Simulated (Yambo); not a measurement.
BaTiO3 (cubic perovskite, space group Pm-3m, No. 221), G0W0@PBEsol in Yambo with this input:

```
rim_cut
gw0
dyson
el_el_corr
HF_and_locXC
ppa
em1d
RandQpts= 1000000
RandGvec= 1 Ry
EXXRLvcs= 84 Ry
VXCRLvcs= 336 Ry
Chimod= "HARTREE"
% BndsRnXp
 2 | 125 |
%
NGsBlkXp= 8 Ry
% LongDrXp
 1.0 | 1.0 | 1.0 |
%
PPAPntXp= 27.2114 eV
% GbndRnge
 1 | 125 |
%
GTermKind= "BG"
DysSolver= "n"
ExtendOut
```

On a 4×4×4 mesh, with wavefunctions cut at 84 Ry, the gap (R → Γ) is 3.202 eV and the valence edge shifts by -0.275 eV.

What happens with this change: no terminator?

The gap rises by 0.096 eV, to 3.298 eV; the shift of the valence edge becomes -0.061 eV. Neither run is shown to be the converged limit.

Geometry of the Materials Project entry, not relaxed at this level; primitive cell a = b = c = 4.008 Å, α = β = γ = 90.00°.

This is not the ordinary phase of the substance.

A shift is the quasiparticle energy of the state minus its PBEsol energy.
